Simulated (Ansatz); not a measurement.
**Stability checks on a candidate for PdPt2Se6**

The structure comes from a generated guess, relaxed at this level; another structure or a mixture of phases may lie lower.

Level of theory: DFT PBE, scalar-relativistic, plane waves, PAW (Ansatz). Settings of the last relaxation (9-atom cell): 420 eV, 6×6×8 k points, Gaussian smearing of 0.10 eV, no spin polarisation.

```
CELL_PARAMETERS angstrom
6.56829 0.00000 0.00000
-3.28414 5.68831 0.00000
0.00000 0.00000 5.17738
ATOMIC_POSITIONS crystal
Pd 0.00000 0.00000 0.00000
Pt 0.33333 0.66667 0.00000
Pt 0.66667 0.33333 0.00000
Se 0.33562 0.00000 0.24925
Se 0.00000 0.33562 0.24925
Se 0.66438 0.66438 0.24925
Se 0.66438 0.00000 0.75075
Se 0.33562 0.33562 0.75075
Se 0.00000 0.66438 0.75075
```

Formation energies are uncorrected and refer to the elements' standard structures at the same level.

**Question.** These tests were run: energy against the elements; random kick, then relaxation without symmetry; phonons at Γ; elastic tensor. What do they show?

**Answer.**

| test | result |
| --- | --- |
| energy against the elements | −0.35 eV/atom |
| random kick, then relaxation without symmetry | returns |
| phonons at Γ | lowest optical mode 91 cm⁻¹ |
| elastic tensor | least eigenvalue 12 GPa |

It fails none of these tests outright. Whether a mixture of other phases lies lower isn't tested here. Phonons away from Γ weren't computed. Undecided: elastic tensor (its constants aren't firm against mesh and strain step).

No dispersion correction is applied, so the spacing and binding between layers, chains or molecules are poorly described. These runs have no spin–orbit coupling, which can matter for Pt. The reference form of Se is held partly by dispersion forces, which this level lacks. The kick test ran on a coarse mesh. The run for the phonons used a 6×6×8 k mesh and Fermi–Dirac smearing of 0.15 eV. The run for the elastic tensor used a 6×6×8 k mesh and Fermi–Dirac smearing of 0.15 eV.
